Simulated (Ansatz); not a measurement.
Te2Mo:
Space group P6₃/mmc (No. 194); a = 3.4730 Å, b = 3.4730 Å, c = 13.7765 Å, α = 90.00°, β = 90.00°, γ = 120.00°

| atom | site | symmetry | x | y | z |
|---|---|---|---|---|---|
| Te | 4f | 3m. | 0.6667 | 0.3333 | 0.1196 |
| Mo | 2c | -6m2 | 0.3333 | 0.6667 | 0.2500 |

Relaxed at zero pressure with DFT-LDA in the program Ansatz with PAW potentials.

**Question.** The volume is raised by 9 % and shape and atoms relax at that volume. What pressure results, and how do the axes share the change?

**Answer.** -1.6 GPa; a 0.8 %, b 0.8 %, c 7.4 %; the energy rises by 15 meV/atom.

**Question.** Give the new structure.

**Answer.** 
Space group P6₃/mmc (No. 194); a = b = 3.4993 Å, c = 14.7917 Å, α = β = 90.00°, γ = 120.00°

```tsv
atom	site	symmetry	x	y	z
Te	4f	3m.	0.6667	0.3333	0.1289
Mo	2c	-6m2	0.3333	0.6667	0.2500
```

The phase is kept; no other phase was compared at this pressure.

Space group P6_3/mmc. The cell was relaxed with LDA under the symmetry of its start. The run is not spin-polarised. A crystal of weakly bound layers computed without a dispersion correction: the cell and the soft elastic constants depend strongly on that. Scalar-relativistic: spin–orbit coupling is off unless named, which matters more the heavier the elements.

Potentials: the earlier of the program's two PAW sets. The files were generated under PBE; for other functionals the program regenerates the frozen cores, and for LDA and PBEsol the local potential too.
